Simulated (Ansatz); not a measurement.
Input, command and steps of an Ansatz relaxation.

```yaml
crystal:
  lattice:
    - [6.8722987543, 0.3977079179, 0.4506502887]
    - [0.4091855562, 7.263597202, 0.1423576106]
    - [0.467393233, 0.1385828457, 7.1841298996]
  atoms:
    - { symbol: P, position: [0.3438629224, 0.76878029, 0.7731010501] }
    - { symbol: P, position: [0.6788523594, 0.9505937668, 0.8451224443] }
    - { symbol: P, position: [0.5965870885, 0.3398392065, 0.1795162163] }
    - { symbol: P, position: [0.1417639717, 0.0603940702, 0.7832730918] }
    - { symbol: P, position: [0.5472908493, 0.9655598863, 0.3655867388] }
    - { symbol: P, position: [0.84147478, 0.8954153856, 0.1816844708] }
    - { symbol: P, position: [0.9086213869, 0.2923950954, 0.897275123] }
    - { symbol: P, position: [0.4911977611, 0.6930908253, 0.4929037119] }
    - { symbol: P, position: [0.0816517737, 0.6729817389, 0.4699524311] }
    - { symbol: P, position: [0.0129649002, 0.1943380793, 0.399998057] }
    - { symbol: P, position: [0.3362958551, 0.9221406596, 0.1581253462] }
    - { symbol: P, position: [0.1986049752, 0.3387169989, 0.1661312076] }
    - { symbol: P, position: [0.7896796095, 0.556504991, 0.537036057] }
    - { symbol: P, position: [0.4357020854, 0.1597996062, 0.7667784373] }
    - { symbol: P, position: [0.1820807954, 0.5396536554, 0.7515207103] }
    - { symbol: B, position: [0.7442512991, 0.1177408994, 0.0363269624] }
    - { symbol: B, position: [0.7130514389, 0.4439093349, 0.7786145532] }
    - { symbol: B, position: [0.7374870908, 0.3250066313, 0.4120096724] }
    - { symbol: B, position: [0.5033377233, 0.7638310393, 0.9715741507] }
    - { symbol: B, position: [0.0654549375, 0.9236721678, 0.3240772604] }
    - { symbol: B, position: [0.8401386158, 0.6571044116, 0.0612924887] }
    - { symbol: B, position: [0.0312803141, 0.4962006053, 0.0026967483] }
    - { symbol: B, position: [0.6450164159, 0.5517123834, 0.9976982618] }
    - { symbol: B, position: [0.2781832628, 0.1368483067, 0.0041642103] }
    - { symbol: B, position: [0.6156405694, 0.3139381712, 0.635250249] }
  symmetry: { detect: false }
basis:
  ecutwfc: 420
kpoints:
  mp_grid: { grid: [3, 3, 3] }
hamiltonian:
  xc: pbe
scf:
  occupations: { method: gaussian, width: 0.1 }
  lower_state_search: "off"
output:
  forces: true
  stress: true
  eigenvalues: true
relax:
  adjacent_minimum: "off"
  f_tol: 0.04
  max_steps: 25
  cell: { stress_tol: 0.3 }
```

```bash
ansatz run input.yaml --threads 2 --pin off --max-ram 5120MiB --backend cpu --events-out ev --progress --plain --runs-dir out
```

Theory: Ansatz, DFT PBE, scalar-relativistic, plane waves, PAW.

Of 15 frames 8 are shown, positions in Å and forces in eV/Å; the SCF threshold varies from step to step. Steps run on the plane waves of an earlier cell, with a Pulay correction in the pressure. The basis is chosen afresh for the last frame, the zero of the energies, and can be on the way; energy and pressure step there, also at an unchanged geometry. The mark taken_back stands on steps that the optimiser undid.

```xyz
25
Lattice="6.8723 0.3977 0.4506 0.4092 7.2636 0.1424 0.4674 0.1386 7.1841" Properties=species:S:1:pos:R:3:forces:R:3 pbc="T T T" step=1 free_energy_over_end_meV_per_atom=3.49 pressure_GPa=0.00
P     3.0390    5.8280    5.8185    0.0330   -0.1130   -0.0770
P     5.4493    7.2918    6.5127   -0.0600    0.0760   -0.0430
P     4.3229    2.7306    1.6069   -0.0190   -0.0130    0.0950
P     1.3651    0.6036    5.6996    0.2110    0.0250   -0.0810
P     4.3271    7.2818    3.0105   -0.0240   -0.0860   -0.0700
P     6.2342    6.8638    1.8119   -0.0170   -0.0210    0.1270
P     6.7833    2.6096    6.8972    0.0870    0.0330   -0.0500
P     3.8896    5.2980    3.8611    0.0270    0.0810    0.0290
P     1.0562    4.9859    3.5088   -0.1430   -0.1070   -0.1050
P     0.3556    1.4722    2.9071   -0.0460   -0.0340   -0.0170
P     2.7624    6.8537    1.4188    0.0150   -0.0500    0.1560
P     1.5811    2.5623    1.3312   -0.0450    0.1070    0.1090
P     5.9056    4.4307    4.2932    0.1030    0.1340   -0.1080
P     3.4181    1.4403    5.7277   -0.0710   -0.0150   -0.0270
P     1.8234    4.0964    5.5579   -0.0110   -0.0450   -0.0450
B     5.1799    1.1563    0.6131   -0.0440   -0.0010    0.0470
B     5.4459    3.6159    5.9782   -0.1270    0.0270   -0.0700
B     5.3938    2.7111    3.3385   -0.0160    0.0050   -0.0220
B     4.2257    5.8830    7.3155    0.0640    0.0450   -0.0320
B     0.9793    6.7801    2.4892    0.0280   -0.0170   -0.0340
B     6.0712    5.1156    0.9125    0.1740   -0.0060    0.2190
B     0.4193    3.6170    0.1041   -0.0970    0.1380    0.0410
B     5.1248    4.4022    7.5368    0.0240   -0.1450   -0.0380
B     1.9697    1.1052    0.1748    0.0400   -0.0330   -0.0010
B     4.6562    2.6132    4.8858   -0.0870    0.0160   -0.0040
25
Lattice="6.9211 0.4356 0.4704 0.4528 7.2510 0.1506 0.4935 0.1484 7.1541" Properties=species:S:1:pos:R:3:forces:R:3 pbc="T T T" step=3 free_energy_over_end_meV_per_atom=1.77 pressure_GPa=-0.01
P     3.1190    5.8165    5.8094   -0.0360    0.0090   -0.0180
P     5.5444    7.3279    6.4934   -0.0300    0.0190   -0.0470
P     4.3674    2.7488    1.6242    0.0710    0.0010    0.0020
P     1.4428    0.6299    5.6655    0.0960   -0.0440   -0.0550
P     4.3866    7.3021    3.0191   -0.0370    0.0100    0.0080
P     6.3108    6.8865    1.8532   -0.0030   -0.0710   -0.0530
P     6.8683    2.6502    6.8802   -0.0430    0.0410   -0.0120
P     3.9584    5.3162    3.8495   -0.0330    0.0060    0.0190
P     1.0937    4.9506    3.4774    0.0140    0.0240    0.0310
P     0.3512    1.4530    2.9024    0.0020    0.0090   -0.0160
P     2.8284    6.8481    1.4364   -0.0020    0.0310   -0.0100
P     1.5875    2.5715    1.3556   -0.0310    0.0000    0.0110
P     5.9827    4.4682    4.2717    0.0640    0.0380   -0.0340
P     3.4713    1.4855    5.7150    0.0020    0.0060    0.0590
P     1.8722    4.1006    5.5430   -0.0090    0.0120    0.0080
B     5.2241    1.1834    0.6225   -0.0200   -0.0340    0.0040
B     5.5216    3.6531    5.9603   -0.0050   -0.0160   -0.0010
B     5.4491    2.7420    3.3390   -0.0150   -0.0310   -0.0220
B     4.3307    5.9064    7.2916    0.0540    0.0000   -0.0210
B     1.0302    6.7553    2.4823   -0.0040   -0.0030    0.0250
B     6.1383    5.1321    0.9823    0.0490    0.0520    0.0290
B     0.4267    3.6110    0.1155   -0.0490    0.0320    0.0250
B     5.2280    4.4251    7.5310    0.0070   -0.0610    0.0130
B     1.9982    1.1206    0.1918   -0.0020   -0.0010    0.0200
B     4.7041    2.6624    4.8792   -0.0390   -0.0310    0.0340
25
Lattice="6.9643 0.4588 0.4673 0.4803 7.2150 0.1739 0.4921 0.1726 7.1570" Properties=species:S:1:pos:R:3:forces:R:3 pbc="T T T" step=5 free_energy_over_end_meV_per_atom=2.80 pressure_GPa=0.15 taken_back
P     3.1583    5.8418    5.8572   -0.0590   -0.1310   -0.0590
P     5.6052    7.3423    6.4974    0.0020    0.0130   -0.0590
P     4.4337    2.7274    1.6118    0.0410    0.0440    0.0270
P     1.5213    0.6533    5.5999    0.0040    0.1800    0.1310
P     4.4015    7.2637    3.0691    0.0030    0.0650   -0.1540
P     6.3454    6.8746    1.8910    0.0300   -0.1130    0.0500
P     6.9133    2.6791    6.8721   -0.0350   -0.0860   -0.0530
P     3.9590    5.2778    3.8947   -0.0450   -0.0510   -0.0430
P     1.1296    4.9466    3.5049    0.1930   -0.0180    0.2150
P     0.3590    1.4298    2.9032   -0.0500    0.0710   -0.0200
P     2.8860    6.8164    1.4587   -0.1230    0.0470    0.0570
P     1.5672    2.5738    1.3780    0.0390   -0.0380    0.0060
P     6.0494    4.4959    4.2460   -0.1410   -0.0790   -0.0090
P     3.5081    1.5618    5.7695    0.0420    0.0300   -0.2250
P     1.8312    4.1787    5.6178    0.1080   -0.1830   -0.1610
B     5.2816    1.1783    0.6054   -0.0800    0.0380    0.0360
B     5.5750    3.6697    5.9315    0.0220   -0.0850   -0.0540
B     5.5047    2.7313    3.3244   -0.0280    0.1260    0.1180
B     4.4119    5.9194    7.3103    0.0520   -0.0340   -0.0130
B     1.0527    6.7172    2.4989    0.0020   -0.0470   -0.0720
B     6.1477    5.1471    1.0069    0.2270    0.0180    0.1430
B     0.3813    3.5890    0.1558   -0.0520    0.1470    0.0200
B     5.2914    4.4174    7.5197   -0.1460   -0.1180   -0.0260
B     2.0262    1.1394    0.2141   -0.0780    0.0440   -0.0040
B     4.7456    2.6659    4.8555    0.0690    0.1600    0.1470
25
Lattice="6.9714 0.4459 0.4858 0.4679 7.2174 0.1656 0.5123 0.1625 7.1555" Properties=species:S:1:pos:R:3:forces:R:3 pbc="T T T" step=7 free_energy_over_end_meV_per_atom=1.26 pressure_GPa=-0.01
P     3.1600    5.8078    5.8417   -0.0070   -0.0170    0.0000
P     5.6082    7.3229    6.4976    0.0030   -0.0020    0.0100
P     4.4409    2.7293    1.6365    0.0020   -0.0020    0.0070
P     1.5271    0.6464    5.6299    0.0090    0.0200    0.0260
P     4.3968    7.2645    3.0416   -0.0070    0.0020   -0.0130
P     6.3540    6.8566    1.8976   -0.0120   -0.0060    0.0210
P     6.9287    2.6579    6.8847   -0.0320   -0.0140    0.0050
P     3.9670    5.2757    3.8769   -0.0340   -0.0020   -0.0160
P     1.1438    4.9412    3.5156    0.0640    0.0030    0.0190
P     0.3538    1.4417    2.9006   -0.0060    0.0040   -0.0100
P     2.8611    6.8157    1.4484   -0.0050   -0.0030    0.0150
P     1.5721    2.5700    1.3734    0.0030    0.0020    0.0040
P     6.0544    4.4930    4.2668   -0.0300    0.0050   -0.0070
P     3.5279    1.5336    5.7558   -0.0040    0.0000   -0.0350
P     1.8694    4.1183    5.5894    0.0030   -0.0010   -0.0190
B     5.2743    1.1672    0.6251   -0.0080   -0.0060    0.0010
B     5.5937    3.6613    5.9547    0.0110   -0.0200   -0.0200
B     5.5103    2.7422    3.3499    0.0080    0.0100    0.0320
B     4.4110    5.8972    7.3009   -0.0180   -0.0100   -0.0110
B     1.0462    6.7196    2.4968   -0.0010    0.0030   -0.0040
B     6.1726    5.1264    1.0273    0.0370   -0.0300    0.0030
B     0.3954    3.5905    0.1418    0.0110    0.0170    0.0090
B     5.3073    4.4087    7.5415   -0.0210    0.0210    0.0030
B     2.0179    1.1339    0.2082   -0.0010    0.0080   -0.0110
B     4.7572    2.6752    4.8833    0.0370    0.0180   -0.0070
25
Lattice="6.9932 0.4495 0.4916 0.4742 7.1958 0.1691 0.5194 0.1655 7.1624" Properties=species:S:1:pos:R:3:forces:R:3 pbc="T T T" step=9 free_energy_over_end_meV_per_atom=1.01 pressure_GPa=-0.05
P     3.1691    5.7924    5.8535   -0.0170   -0.0080   -0.0120
P     5.6319    7.3036    6.5167    0.0030    0.0040   -0.0060
P     4.4669    2.7233    1.6492   -0.0150    0.0040   -0.0030
P     1.5525    0.6552    5.6355    0.0250    0.0030   -0.0060
P     4.3989    7.2422    3.0450   -0.0170   -0.0330   -0.0020
P     6.3713    6.8328    1.9197   -0.0140   -0.0010    0.0250
P     6.9475    2.6540    6.9023   -0.0290    0.0030    0.0120
P     3.9619    5.2530    3.8832   -0.0330    0.0120   -0.0030
P     1.1733    4.9279    3.5251    0.0630    0.0060    0.0080
P     0.3623    1.4424    2.8959   -0.0160   -0.0010    0.0110
P     2.8686    6.7963    1.4485    0.0110   -0.0180    0.0170
P     1.5799    2.5704    1.3740    0.0080    0.0050    0.0210
P     6.0803    4.5016    4.2738   -0.0260    0.0490   -0.0260
P     3.5537    1.5419    5.7619   -0.0080    0.0140   -0.0130
P     1.8716    4.1091    5.6011   -0.0090    0.0130   -0.0230
B     5.2894    1.1589    0.6365   -0.0050   -0.0140   -0.0090
B     5.6255    3.6589    5.9615    0.0100   -0.0220   -0.0290
B     5.5440    2.7458    3.3588    0.0130   -0.0050    0.0160
B     4.4268    5.8805    7.3075   -0.0200   -0.0060    0.0070
B     1.0531    6.7009    2.5010    0.0030   -0.0030   -0.0060
B     6.1936    5.1096    1.0405    0.0120   -0.0380   -0.0110
B     0.3959    3.5770    0.1452    0.0030    0.0120    0.0170
B     5.3332    4.4002    7.5531    0.0200    0.0380    0.0340
B     2.0312    1.1401    0.2057    0.0120    0.0000    0.0020
B     4.7916    2.6754    4.8886    0.0270   -0.0140   -0.0210
25
Lattice="7.0496 0.4669 0.5082 0.4989 7.1334 0.1832 0.5391 0.1783 7.1788" Properties=species:S:1:pos:R:3:forces:R:3 pbc="T T T" step=11 free_energy_over_end_meV_per_atom=0.36 pressure_GPa=-0.03
P     3.1985    5.7612    5.8922   -0.0120    0.0000   -0.0030
P     5.7059    7.2644    6.5554    0.0110    0.0090   -0.0180
P     4.5343    2.7076    1.6772   -0.0260   -0.0030    0.0020
P     1.6381    0.6875    5.6266    0.0080    0.0140   -0.0210
P     4.4059    7.1746    3.0651    0.0020   -0.0130   -0.0030
P     6.4182    6.7742    1.9852   -0.0090    0.0250    0.0010
P     7.0039    2.6559    6.9478   -0.0160    0.0450    0.0490
P     3.9495    5.1889    3.9109    0.0640    0.0150    0.0070
P     1.2581    4.8904    3.5514   -0.0470    0.0270   -0.0220
P     0.3819    1.4331    2.8925   -0.0120   -0.0130    0.0300
P     2.9020    6.7367    1.4530    0.0210   -0.0050   -0.0090
P     1.5969    2.5700    1.3915    0.0200    0.0210    0.0030
P     6.1571    4.5335    4.2827   -0.0500   -0.0060    0.0040
P     3.6246    1.5886    5.7938   -0.0200    0.0130    0.0040
P     1.8684    4.0999    5.6463    0.0370   -0.0010    0.0130
B     5.3329    1.1408    0.6593   -0.0030   -0.0280   -0.0120
B     5.7178    3.6591    5.9701    0.0130   -0.0360   -0.0590
B     5.6333    2.7561    3.3757    0.0000   -0.0060   -0.0210
B     4.4895    5.8431    7.3248   -0.0210   -0.0430   -0.0090
B     1.0784    6.6410    2.5126   -0.0130   -0.0020   -0.0130
B     6.2438    5.0731    1.0879   -0.0060   -0.0950   -0.0280
B     0.3894    3.5369    0.1690   -0.0170    0.0090    0.0050
B     5.4164    4.3784    7.5810    0.0620    0.0880    0.0910
B     2.0696    1.1599    0.2111    0.0050   -0.0010    0.0130
B     4.8827    2.6809    4.8962    0.0090   -0.0150   -0.0020
25
Lattice="7.0298 0.4682 0.5128 0.5006 7.1257 0.1697 0.5424 0.1645 7.1929" Properties=species:S:1:pos:R:3:forces:R:3 pbc="T T T" step=13 free_energy_over_end_meV_per_atom=0.12 pressure_GPa=0.01
P     3.1873    5.7482    5.8877   -0.0170    0.0010   -0.0180
P     5.6992    7.2417    6.5528   -0.0010   -0.0070    0.0010
P     4.5025    2.7064    1.6806    0.0100   -0.0040    0.0080
P     1.6342    0.6816    5.6366    0.0140   -0.0180   -0.0040
P     4.3958    7.1682    3.0507   -0.0040   -0.0030    0.0280
P     6.4024    6.7676    1.9774    0.0070   -0.0050   -0.0200
P     6.9852    2.6530    6.9827   -0.0220    0.0140   -0.0070
P     3.9456    5.1884    3.9057   -0.0160   -0.0080    0.0180
P     1.2464    4.8812    3.5371    0.0120    0.0240    0.0170
P     0.3876    1.4303    2.9004    0.0030    0.0070    0.0010
P     2.8977    6.7231    1.4365   -0.0120    0.0090   -0.0080
P     1.6156    2.5713    1.4010   -0.0150   -0.0080   -0.0140
P     6.1328    4.5212    4.2903    0.0100   -0.0080    0.0010
P     3.6188    1.5753    5.8058    0.0060    0.0060    0.0110
P     1.8685    4.0805    5.6423    0.0190    0.0010   -0.0100
B     5.3097    1.1376    0.6614    0.0030    0.0040   -0.0040
B     5.7120    3.6408    5.9787    0.0210   -0.0080   -0.0370
B     5.6158    2.7456    3.3768   -0.0050    0.0140    0.0000
B     4.4774    5.8151    7.3197    0.0060   -0.0230   -0.0200
B     1.0776    6.6329    2.4976    0.0040   -0.0100    0.0060
B     6.2388    5.0566    1.0938   -0.0220   -0.0050   -0.0160
B     0.4108    3.5343    0.1701    0.0190    0.0010    0.0230
B     5.4149    4.3658    7.6012    0.0020    0.0470    0.0480
B     2.0685    1.1594    0.2142   -0.0080   -0.0060   -0.0040
B     4.8806    2.6598    4.9049   -0.0110   -0.0150    0.0010
25
Lattice="7.0359 0.4694 0.5167 0.5027 7.1186 0.1680 0.5467 0.1625 7.1978" Properties=species:S:1:pos:R:3:forces:R:3 pbc="T T T" step=15 free_energy_over_end_meV_per_atom=0.00 pressure_GPa=0.02
P     3.1899    5.7412    5.8908    0.0220    0.0200    0.0140
P     5.7082    7.2325    6.5558   -0.0030    0.0000    0.0070
P     4.5088    2.7044    1.6853    0.0110   -0.0050   -0.0040
P     1.6464    0.6809    5.6357   -0.0010   -0.0090    0.0050
P     4.3962    7.1554    3.0543    0.0000    0.0070   -0.0100
P     6.4077    6.7613    1.9804    0.0050   -0.0040    0.0050
P     6.9919    2.6526    6.9931   -0.0230    0.0100   -0.0080
P     3.9466    5.1757    3.9116   -0.0040    0.0080   -0.0180
P     1.2526    4.8843    3.5457   -0.0170   -0.0250   -0.0190
P     0.3892    1.4299    2.9019    0.0120    0.0030   -0.0140
P     2.9006    6.7154    1.4334    0.0020   -0.0050    0.0120
P     1.6167    2.5699    1.4021   -0.0130   -0.0030    0.0020
P     6.1424    4.5202    4.2936    0.0210    0.0030    0.0100
P     3.6283    1.5769    5.8136    0.0160   -0.0070    0.0020
P     1.8746    4.0723    5.6473   -0.0290   -0.0050    0.0150
B     5.3135    1.1354    0.6631    0.0020    0.0040    0.0070
B     5.7253    3.6368    5.9807    0.0160   -0.0030   -0.0130
B     5.6244    2.7448    3.3800    0.0000    0.0030   -0.0070
B     4.4846    5.8046    7.3198   -0.0040   -0.0050   -0.0160
B     1.0792    6.6269    2.4962    0.0020    0.0050    0.0020
B     6.2458    5.0511    1.0979   -0.0090   -0.0010   -0.0100
B     0.4134    3.5306    0.1721    0.0220    0.0040   -0.0020
B     5.4280    4.3625    7.6101   -0.0060    0.0160    0.0250
B     2.0708    1.1602    0.2145   -0.0020   -0.0070    0.0050
B     4.8923    2.6552    4.9084   -0.0180   -0.0030    0.0080
```

It took 7.3 min on 2 threads of Intel(R) Xeon(R) Processor @ 2.70GHz, on a shared host, peak memory 0.85 GiB.

The k mesh is coarse.